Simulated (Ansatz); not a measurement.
Steps from a short run of molecular dynamics on a 2×2×1 supercell (16 atoms) of Si3Sn (ordering on diamond), relaxed with r2SCAN; forces from r2SCAN in Ansatz 0.2.0, 2×2×2 mesh, Fermi-Dirac smearing of 0.020 eV, constant energy and volume (NVE), started at 100 K. Classical nuclei, no spin polarisation; a few dozen steps show the first response, not equilibrium. The structure comes from a prototype and may be hypothetical.

Cell vectors in Å:
```
8.0753 0.0000 0.0000
0.0000 8.0753 0.0000
0.0000 0.0000 5.7486
```

Question: At 6 fs positions (Å), velocities (Å/fs) and forces (eV/Å) are
```
Si  2.0216  0.0108  4.4340    0.0005  0.0018 -0.0029   -0.0059 -0.0465  0.3153
Si  2.0231  2.0253  0.0060    0.0006  0.0010  0.0010   -0.0939 -0.1005 -0.0632
Si -0.0010  2.0068  1.3034   -0.0002 -0.0019  0.0012   -0.0156  0.1293 -0.1117
Sn  0.0086 -0.0082  2.8703    0.0014 -0.0014 -0.0007   -0.0327 -0.1009 -0.1047
Si  2.0221  4.0310  4.4541    0.0005 -0.0010  0.0003   -0.1037  0.0987  0.0675
Si  2.0136  6.0591 -0.0026   -0.0007  0.0005 -0.0005    0.1976  0.0296 -0.1085
Si  0.0175  6.0410  1.2841    0.0027 -0.0025 -0.0020   -0.3332  0.1361 -0.0331
Sn -0.0069  4.0408  2.8735   -0.0011  0.0005 -0.0001    0.1089 -0.1056  0.0293
Si  6.0695  0.0044  4.4410    0.0021  0.0007 -0.0018   -0.1069 -0.0653  0.1994
Si  6.0535  2.0229  0.0003   -0.0004  0.0007  0.0000    0.0705 -0.0259 -0.0599
Si  4.0361  2.0172  1.2918   -0.0002 -0.0002 -0.0006    0.0380  0.0527  0.0301
Sn  4.0397  0.0017  2.8772    0.0004  0.0003  0.0005    0.0927  0.1411  0.0067
Si  6.0496  4.0427  4.4450   -0.0011  0.0008 -0.0012    0.0363 -0.0471  0.1633
Si  6.0320  6.0504 -0.0006   -0.0039 -0.0009 -0.0001    0.2620  0.1332  0.0308
Si  4.0310  6.0732  1.3142   -0.0012  0.0027  0.0029   -0.0776 -0.2006 -0.1937
Sn  4.0358  4.0389  2.8819   -0.0003  0.0002  0.0012   -0.0364 -0.0280 -0.1676
```
Where are the atoms one step (1.5 fs) later, and what forces do they feel?

Answer:
```
Si  2.0223  0.0134  4.4297   -0.0072 -0.0570  0.3759
Si  2.0240  2.0267  0.0074   -0.1157 -0.1226 -0.0767
Si -0.0012  2.0040  1.3051   -0.0192  0.1596 -0.1266
Sn  0.0107 -0.0102  2.8692   -0.0415 -0.1239 -0.1282
Si  2.0227  4.0294  4.4545   -0.1273  0.1215  0.0709
Si  2.0126  6.0598 -0.0034    0.2415  0.0357 -0.1322
Si  0.0214  6.0373  1.2812   -0.4070  0.1667 -0.0267
Sn -0.0086  4.0416  2.8733    0.1341 -0.1299  0.0359
Si  6.0726  0.0055  4.4384   -0.1319 -0.0797  0.2334
Si  6.0528  2.0239  0.0003    0.0864 -0.0324 -0.0727
Si  4.0358  2.0169  1.2909    0.0471  0.0644  0.0474
Sn  4.0403  0.0022  2.8779    0.1148  0.1750  0.0091
Si  6.0479  4.0439  4.4433    0.0458 -0.0572  0.1902
Si  6.0263  6.0491 -0.0007    0.3188  0.1628  0.0365
Si  4.0292  6.0771  1.3185   -0.0928 -0.2485 -0.2293
Sn  4.0353  4.0393  2.8837   -0.0459 -0.0345 -0.2069
```
The temperature goes from 89.1 to 83.9 K.

Question: At 21 fs the positions in Å are
```
Si   2.028   0.034   4.409
Si   2.027   2.034   0.017
Si  -0.005   1.987   1.315
Sn   0.029  -0.030   2.858
Si   2.022   4.022   4.461
Si   2.015   6.068  -0.017
Si   0.037   6.012   1.254
Sn  -0.022   4.047   2.872
Si   6.094   0.011   4.425
Si   6.051   2.031  -0.003
Si   4.035   2.017   1.285
Sn   4.047   0.009   2.885
Si   6.035   4.052   4.436
Si   5.990   6.045   0.000
Si   4.009   6.100   1.347
Sn   4.030   4.042   2.898
```
What are the forces, and how far does the free energy (smearing included) lie above that of step 0, with the atoms on their sites?

Answer: 7.1 meV an atom; forces in eV/Å:
```
Si  -0.008  -0.134   0.649
Si  -0.226  -0.203  -0.112
Si  -0.035   0.328  -0.188
Sn  -0.137  -0.228  -0.232
Si  -0.244   0.240   0.032
Si   0.353   0.053  -0.180
Si  -0.710   0.335   0.032
Sn   0.285  -0.268   0.068
Si  -0.253  -0.151   0.376
Si   0.154  -0.086  -0.108
Si   0.100   0.125   0.134
Sn   0.237   0.370   0.020
Si   0.121  -0.087   0.322
Si   0.575   0.303   0.072
Si  -0.087  -0.514  -0.437
Sn  -0.127  -0.083  -0.447
```

Question: At 24 fs the positions in Å are
```
Si   2.030   0.038   4.409
Si   2.026   2.034   0.018
Si  -0.006   1.985   1.316
Sn   0.033  -0.035   2.856
Si   2.021   4.022   4.463
Si   2.018   6.070  -0.021
Si   0.035   6.009   1.248
Sn  -0.025   4.048   2.872
Si   6.097   0.011   4.425
Si   6.052   2.032  -0.005
Si   4.036   2.018   1.285
Sn   4.048   0.011   2.886
Si   6.034   4.053   4.437
Si   5.986   6.046   0.001
Si   4.004   6.101   1.350
Sn   4.029   4.042   2.900
```
What are the forces, and how far does the free energy (smearing included) lie above that of step 0, with the atoms on their sites?

Answer: 7.1 meV an atom; forces in eV/Å:
```
Si  -0.005  -0.147   0.628
Si  -0.222  -0.185  -0.095
Si  -0.033   0.331  -0.179
Sn  -0.161  -0.218  -0.222
Si  -0.240   0.238   0.007
Si   0.291   0.045  -0.142
Si  -0.670   0.341   0.037
Sn   0.296  -0.274   0.067
Si  -0.246  -0.150   0.359
Si   0.147  -0.094  -0.092
Si   0.100   0.126   0.130
Sn   0.238   0.373   0.014
Si   0.131  -0.076   0.317
Si   0.563   0.296   0.077
Si  -0.047  -0.514  -0.442
Sn  -0.140  -0.092  -0.464
```

Question: At 33 fs the positions in Å are
```
Si   2.033   0.046   4.422
Si   2.018   2.031   0.019
Si  -0.009   1.987   1.315
Sn   0.044  -0.051   2.846
Si   2.010   4.026   4.468
Si   2.033   6.077  -0.037
Si   0.017   6.007   1.232
Sn  -0.031   4.048   2.871
Si   6.101   0.008   4.431
Si   6.057   2.033  -0.011
Si   4.040   2.023   1.286
Sn   4.055   0.018   2.891
Si   6.030   4.055   4.446
Si   5.986   6.056   0.004
Si   3.988   6.095   1.350
Sn   4.024   4.043   2.905
```
What are the forces, and how far does the free energy (smearing included) lie above that of step 0, with the atoms on their sites?

Answer: 5.1 meV an atom; forces in eV/Å:
```
Si   0.005  -0.177   0.397
Si  -0.149  -0.057  -0.009
Si  -0.020   0.256  -0.101
Sn  -0.229  -0.107  -0.120
Si  -0.170   0.173  -0.087
Si  -0.029  -0.003   0.042
Si  -0.359   0.289   0.055
Sn   0.276  -0.235   0.042
Si  -0.155  -0.111   0.215
Si   0.080  -0.108  -0.006
Si   0.072   0.099   0.075
Sn   0.179   0.283  -0.028
Si   0.135  -0.013   0.229
Si   0.388   0.198   0.080
Si   0.129  -0.374  -0.352
Sn  -0.153  -0.112  -0.430
```

Question: At 39 fs the positions in Å are
```
Si   2.036   0.049   4.437
Si   2.011   2.028   0.020
Si  -0.012   1.993   1.312
Sn   0.051  -0.062   2.839
Si   2.001   4.032   4.470
Si   2.043   6.082  -0.047
Si  -0.001   6.010   1.221
Sn  -0.034   4.048   2.871
Si   6.101   0.005   4.439
Si   6.062   2.032  -0.016
Si   4.043   2.029   1.289
Sn   4.060   0.025   2.894
Si   6.030   4.056   4.456
Si   5.991   6.066   0.008
Si   3.979   6.085   1.345
Sn   4.021   4.043   2.907
```
What are the forces, and how far does the free energy (smearing included) lie above that of step 0, with the atoms on their sites?

Answer: 4.0 meV an atom; forces in eV/Å:
```
Si   0.009  -0.181   0.151
Si  -0.063   0.066   0.056
Si  -0.007   0.152  -0.020
Sn  -0.261   0.020  -0.009
Si  -0.089   0.095  -0.145
Si  -0.271  -0.053   0.177
Si  -0.057   0.202   0.095
Sn   0.226  -0.170   0.010
Si  -0.059  -0.058   0.067
Si   0.016  -0.102   0.067
Si   0.034   0.060   0.016
Sn   0.103   0.163  -0.071
Si   0.113   0.039   0.125
Si   0.184   0.081   0.059
Si   0.259  -0.197  -0.227
Sn  -0.135  -0.116  -0.351
```

Question: At 42 fs positions (Å), velocities (Å/fs) and forces (eV/Å) are
```
Si  2.0370  0.0492  4.4452    0.0004  0.0001  0.0028    0.0093 -0.1759  0.0197
Si  2.0068  2.0266  0.0209   -0.0014 -0.0004  0.0003   -0.0163  0.1275  0.0835
Si -0.0133  1.9960  1.3112   -0.0005  0.0012 -0.0004   -0.0014  0.0912  0.0239
Sn  0.0538 -0.0671  2.8360    0.0010 -0.0018 -0.0011   -0.2717  0.0942  0.0544
Si  1.9956  4.0357  4.4707   -0.0018  0.0012  0.0001   -0.0437  0.0513 -0.1668
Si  2.0469  6.0846 -0.0513    0.0011  0.0007 -0.0013   -0.3760 -0.0814  0.2373
Si -0.0109  6.0120  1.2165   -0.0032  0.0009 -0.0015    0.1008  0.1466  0.1267
Sn -0.0358  4.0478  2.8715   -0.0004 -0.0001  0.0000    0.1928 -0.1305 -0.0082
Si  6.1009  0.0025  4.4436   -0.0001 -0.0007  0.0015   -0.0088 -0.0260 -0.0130
Si  6.0643  2.0310 -0.0179    0.0008 -0.0004 -0.0006   -0.0170 -0.0937  0.1006
Si  4.0452  2.0314  1.2900    0.0007  0.0010  0.0004    0.0116  0.0360 -0.0151
Sn  4.0626  0.0281  2.8950    0.0009  0.0011  0.0005    0.0610  0.0934 -0.0930
Si  6.0307  4.0566  4.4611    0.0002  0.0002  0.0018    0.0951  0.0630  0.0662
Si  5.9954  6.0710  0.0101    0.0014  0.0018  0.0007    0.0682  0.0159  0.0399
Si  3.9753  6.0790  1.3412   -0.0010 -0.0021 -0.0013    0.3143 -0.0971 -0.1550
Sn  4.0189  4.0429  2.9074   -0.0007  0.0000  0.0001   -0.1184 -0.1144 -0.3011
```
Where are the atoms one step (1.5 fs) later, and what forces do they feel?

Answer:
```
Si  2.0377  0.0493  4.4494    0.0088 -0.1707 -0.0447
Si  2.0047  2.0261  0.0213    0.0075  0.1566  0.0944
Si -0.0140  1.9978  1.3105    0.0014  0.0596  0.0459
Sn  0.0552 -0.0697  2.8343   -0.2754  0.1329  0.0869
Si  1.9929  4.0375  4.4708   -0.0206  0.0294 -0.1753
Si  2.0485  6.0857 -0.0532   -0.4213 -0.0956  0.2647
Si -0.0156  6.0134  1.2143    0.1775  0.1168  0.1448
Sn -0.0364  4.0476  2.8715    0.1751 -0.1097 -0.0176
Si  6.1007  0.0014  4.4457    0.0155 -0.0093 -0.0526
Si  6.0655  2.0304 -0.0188   -0.0328 -0.0879  0.1162
Si  4.0462  2.0329  1.2906    0.0000  0.0232 -0.0299
Sn  4.0639  0.0298  2.8957    0.0395  0.0579 -0.1042
Si  6.0311  4.0569  4.4639    0.0850  0.0733  0.0364
Si  5.9975  6.0737  0.0112    0.0099 -0.0174  0.0281
Si  3.9739  6.0759  1.3391    0.3377 -0.0466 -0.1183
Sn  4.0179  4.0428  2.9075   -0.1079 -0.1124 -0.2746
```
The temperature goes from 67.8 to 66.6 K.
